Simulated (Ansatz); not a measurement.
**NbCd3 (Pm-3m), bands and slopes on a fine k mesh: input and output**

The sound run that this one varies used PBEsol, PAW on Ansatz 0.2.0's default frozen-core files (fitted under PBE), with spin-orbit coupling.

The structure is one entry of a database and needn't be the stable phase.

Launched as:

```sh
ansatz run input.yaml --threads 2 --pin off --max-ram 6144MiB --backend cpu --events-out ev --progress --plain --runs-dir out
```

input.yaml:

```yaml
crystal:
  lattice:
    - [4.23153749341, 0.0, 0.0]
    - [0.0, 4.23153749341, 0.0]
    - [0.0, 0.0, 4.23153749341]
  atoms:
    - { symbol: Nb, position: [0.0, 0.0, 0.0] }
    - { symbol: Cd, position: [0.0, 0.5, 0.5] }
    - { symbol: Cd, position: [0.5, 0.0, 0.5] }
    - { symbol: Cd, position: [0.5, 0.5, 0.0] }
kpoints:
  mp_grid: { grid: [8, 8, 8], kspacing: 0.3 }
scf:
  occupations: { method: fermi_dirac, width: 0.05 }
  max_iter: 80
hamiltonian:
  xc: pbesol
  pseudopotentials: { kind: paw_fr }
magnetization:
  noncollinear: true
  spin_orbit: true
output:
  forces: true
  stress: true
  eigenvalues: true
  eigenstates: { nscf_kmesh: { grid: [8, 8, 8] }, de_dk: true, e_range: [-14, 14] }
checkpoint:
  write: ck
  write_wavefunctions: false
```

Question: Something in this input is wrong on purpose. What is it, and how does the run end?

Answer: Kind of fault: a mesh with a zero or a mesh and a spacing. Changed against the sound input: kpoints.mp_grid.kspacing = 0.3; scf.max_iter = 80. The input was rejected before any iteration.

The program printed:

```
Error: invalid value for `kpoints.mp_grid.kspacing`: mutually exclusive with `grid` — set one or the other
```
